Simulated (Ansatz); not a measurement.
BaO₂:
```cif
data_BaO2
_chemical_formula_sum 'Ba1 O2'
_space_group_name_H-M_alt 'P 1'
_space_group_IT_number 1
_cell_length_a 4.30419
_cell_length_b 4.30419
_cell_length_c 4.30419
_cell_angle_alpha 128.001
_cell_angle_beta 128.001
_cell_angle_gamma 76.623
loop_
_space_group_symop_operation_xyz
  'x, y, z'
loop_
_atom_site_label
_atom_site_type_symbol
_atom_site_fract_x
_atom_site_fract_y
_atom_site_fract_z
_atom_site_occupancy
Ba1 Ba 0.00000 0.00000 0.00000 1
O1 O 0.39124 0.39124 0.00000 1
O2 O 0.60876 0.60876 0.00000 1
```

Relaxed with PBEsol. PBEsol in the plane-wave PAW code Ansatz gives a gap of 2.06 eV.

Q: What gap does HSE06 give on the same cell (Ansatz, PAW)?

A: 3.78 eV, 1.71 eV more. The hybrid was solved on a coarser mesh and at special points; the gap given is the minimum over both.

```csv
k,v1 PBEsol,c1 PBEsol,v1 HSE06,c1 HSE06
Γ,-1.21,3.26,-1.23,5.02
M,0.00,2.06,0.00,3.78
X,-0.26,4.94,-0.26,7.59
P,-1.27,3.62,[?],[?]
N,-0.40,3.20,[?],[?]
S0,-0.22,4.45,[?],[?]
R,-0.20,4.81,[?],[?]
```

Q: Top valence (v1) and lowest conduction level (c1) in eV from each method's valence maximum (which need not be a listed point): supply the withheld HSE06 values.

A: 
- P, v1 HSE06: -1.25
- P, c1 HSE06: 5.90
- R, v1 HSE06: -0.20
- R, c1 HSE06: 7.32
- S0, v1 HSE06: -0.23
- S0, c1 HSE06: 6.25
- N, v1 HSE06: -0.41
- N, c1 HSE06: 5.28

Cost on shared cores: the PBEsol run (SCF on a 10×10×10 mesh, then bands and DOS) around 18 core-seconds (rough), the HSE06 run (SCF on 8×8×8, then a few points) very roughly 5 core-minutes; the tasks are unlike.

Space group I4/mmm (MoSi2 or CaC2 type). The workflow started from a Materials Project entry (that database holds measured and hypothetical structures alike); the Crystallography Open Database files this formula in space group No. 139, but the cells were not matched. Its standing as an ambient phase is unchecked. Symmetry was held in the PBEsol relaxation; whether a distortion lowers the energy is not shown. Spin–orbit coupling is left out wherever it is not named.

Potentials: the later of the program's two PAW sets.
